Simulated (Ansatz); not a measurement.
MgI2:
```
MgI2
1.0
    4.18634     0.00000     0.00000
   -2.09317     3.62548     0.00000
    0.00000     0.00000     7.17465
Mg I
1 2
Direct
  0.00000   0.00000   0.00000
  0.33333   0.66667   0.23219
  0.66667   0.33333   0.76781
```

This is the r²SCAN-relaxed structure.

All from r²SCAN (plane waves, PAW; program Ansatz), unless another level is named. Give the smallest direct gap on the standard path.

4.54 eV.

And the band gap?

4.23 eV (indirect).

Predict the formation energy from the elements (no fitted shifts).

-1.23 eV/atom.

Next, the valence-band maximum?

at Γ.

Space group P-3m1 (CdI2 type). Symmetry was held in the r²SCAN relaxation. A crystal of weakly bound layers computed without a dispersion correction: the cell and the soft elastic constants depend strongly on that. The references are the lowest solids computed at this level, not always the standard phases. Scalar-relativistic: spin–orbit coupling is off unless named, which matters more the heavier the elements.

Potentials: the later of the program's two PAW sets.
